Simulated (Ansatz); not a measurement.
Equation of state of HfB

```
CELL_PARAMETERS angstrom
0.00000 2.31000 2.31000
2.31000 0.00000 2.31000
2.31000 2.31000 0.00000
ATOMIC_POSITIONS crystal
Hf 0.50000 0.50000 0.50000
B 0.00000 0.00000 0.00000
```

Conventional cell: a = 4.620 Å, b = 4.620 Å, c = 4.620 Å, α = 90.00°, β = 90.00°, γ = 90.00°. Hf (atom 1) is surrounded by 6 B at 2.31 Å. B (atom 2) has 6 Hf at 2.31 Å as nearest neighbours.

The geometry is COD entry 1511179, unchecked; take it as a test cell.

Spin polarisation is left out, and whether a magnetic state lies lower isn't shown here.

Spin–orbit coupling is left out, though it moves levels of the heavy atoms by tenths of an eV or more.

All numbers are computed: DFT, PBE, all-electron LAPW, scalar-relativistic (Ansatz 0.2.0); DFT, PBE, PAW with Ansatz's default frozen-core files, scalar-relativistic (Ansatz 0.2.0).

For LAPW: a Γ-centred 15×15×15 k mesh, Fermi–Dirac smearing of 0.05 eV, basis error target 0.25 meV/atom, no spin polarisation. PAW takes a cutoff of 420 eV at this cell. The Ansatz runs share mesh, smearing and spin set-up. Plane-wave (PAW) pressures include the program's estimate of the Pulay term.

The cell above is scaled evenly, with fractional coordinates and shape held.

```
V/V(cell)  V (Å³/atom)  P, LAPW (GPa)  P, PAW (GPa)  free energy over the lowest listed, PAW (meV/atom)
   0.9500       11.710          45.34         45.30                                               233.5
   0.9750       12.018          37.18         37.15                                               154.4
   1.0000       12.326          29.88         29.85                                                90.1
   1.0250       12.635          23.33         23.31                                                39.1
   1.0500       12.943          17.46         17.43                                                 0.0
```
